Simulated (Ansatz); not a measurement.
Zr₃ZnN₂ (Cmmm)

Computed with Ansatz, DFT PBE, scalar-relativistic, plane waves, PAW.

Plane waves to 420 eV, a k mesh through Γ of 8×8×12 on the computed 6-atom cell and Gaussian smearing (0.10 eV); no spin polarisation.

The structure is relaxed at this level of theory with its symmetry kept, and needn't be the ground state of this composition.

```
CELL_PARAMETERS angstrom
2.85409 -6.16343 0.00000
2.85409 6.16343 0.00000
0.00000 0.00000 3.07830
ATOMIC_POSITIONS crystal
Zr 0.78830 0.21170 0.00000
Zr 0.21170 0.78830 0.00000
Zr 0.50000 0.50000 0.50000
Zn 0.00000 0.00000 0.00000
N 0.50000 0.00000 0.50000
N 0.00000 0.50000 0.50000
```

| Quantity | Value |
| --- | --- |
| Space group | Cmmm (No. 65) |
| Volume per atom | 18.05 Å³ |
| Formation energy from the elements' standard states (uncorrected) | -0.605 eV/atom |
| Kohn–Sham band gap | none (metal) |
| Density of states at the Fermi level | 2.1 states/eV per cell |
| Orbital (Löwdin) character within 0.5 eV of the Fermi level | Zr 4d 74 %, unprojected 11 % |
| Bader charge by site (e) | Zr (2 in the cell) 1.83, Zr (1 in the cell) 0.77, Zn (1 in the cell) -0.98, N (2 in the cell) -1.73 |

Another cell of Zr3ZnN2 relaxed alike, in P6/mmm, lies 234 meV/atom lower, so this cell isn't the stable form at this level.

The cell was found from a structure generator's guess, not taken from experiment. Löwdin shares on free-atom orbitals overweight diffuse shells.
